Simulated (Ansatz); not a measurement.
ZrS2:
```yaml
crystal:
  lattice:
    - [3.68035, 0.00000, 0.00000]
    - [-1.84018, 3.18728, 0.00000]
    - [0.00000, 0.00000, 5.93342]
  atoms:
    - { symbol: Zr, position: [0.00000, 0.00000, 0.00000] }
    - { symbol: S, position: [0.33333, 0.66667, 0.24241] }
    - { symbol: S, position: [0.66667, 0.33333, 0.75759] }
```

Relaxed with r²SCAN+D4.

Q: Map the valence electron density (e/Å³), cut off at 0.9 on the plane through (0.000, 0.000, 0.000) spanned by u = [0, 0, 1] and v = [1, -1, 0] in lattice vectors, from r²SCAN+D4 (plane waves, PAW; program Ansatz).

A: x is the fraction of u, y of v (the angle between them is 90°; rows are the nearest grid lines); atoms in the plane: Zr at (0.00, 0.00), S at (0.24, 0.33), S at (0.76, 0.67).
```
|@@@@@+.                 .+@@@@@|
|@@@@@=.                 .=@@@@@|
|@@@@+:.              ...:-*@@@@|
|@@@+:..             ..::--=#@@@|
|::...             .:=+###*+=--:|
|...              .:=#@@@@@#+-:.|
|..              .:=*@@@@@@@*=:.|
|..              .-*@@@-.+@@%+-.|
|..              .-*@@@: =@@@+-.|
|..              .:=#@@@@@@@#=:.|
|.........        .-+#@@@@@#+-:.|
|.....::::..      ..-=*#%#*+-:..|
|..:-+*#%#*=-..      ..::::.....|
|.:-+#@@@@@#+-.        .........|
|.:=#@@@@@@@#=:.              ..|
|.-+@@@= :@@@*-.              ..|
|.-+%@@+.-@@@*-.              ..|
|.:=*@@@@@@@*=:.              ..|
|.:-+#@@@@@#=:.              ...|
|:--=+*###+=:.             ...::|
|@@@#=--::..             ..:+@@@|
|@@@@*-:...              .:+@@@@|
|@@@@@=.                 .=@@@@@|
|@@@@@+.                 .+@@@@@|
```
Scale: ten equal steps from 0.009 (start of ' ') to 0.900 (end of '@'), in the order ' .:-=+*#%@'; x runs from 0.000 to 1.00, y from 0.000 (bottom) to 1.00 (top).

The density is the valence pseudo-density with augmentation charge, so density and ELF within about 1 Å of a nucleus are not all-electron values.

Space group P-3m1 (CdI2 type). Symmetry was held in the r²SCAN+D4 relaxation. The run is not spin-polarised.

Potentials: the later of the program's two PAW sets.
